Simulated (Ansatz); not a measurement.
GaN:
```xyz
2
Lattice="2.7420 0.0000 0.0000 0.0000 2.7420 0.0000 0.0000 0.0000 2.7420" Properties=species:S:1:pos:R:3 pbc="T T T"
Ga     0.0000     0.0000     0.0000
N      1.3710     1.3710     1.3710
```

Relaxed with PBE. Special points in fractions of this cell's reciprocal vectors: Γ (0.000, 0.000, 0.000); X (0.000, 0.500, 0.000); M (0.500, 0.500, 0.000); R (0.500, 0.500, 0.500).

List the band energies nearest the Fermi level at these points for plane-wave PAW PBE (Ansatz code).

In eV from the Fermi level; about four levels below and three above (degenerate sets whole), none deeper than 8.9 eV; … stands for higher levels left out; points with the same levels are listed once.

```
k                    below           above
-  -----------------------  --------------
Γ  -1.86 -1.27 -1.27 -1.27               …
X                        –  0.08 0.08 3.47
M        -6.13 -6.13 -2.57          0.46 …
R        -2.97 -2.97 -2.97               …
```

Space group Pm-3m (CsCl type). A made-up cell: these elements were put on the sites of a structure type; neither database checked (COD, Materials Project) lists it. It is not the phase usual at ambient conditions (space group No. 186, 216). Symmetry was held in the PBE relaxation; whether a distortion lowers the energy is not shown. Spin–orbit coupling is left out wherever it is not named.

Potentials: the later of the program's two PAW sets.
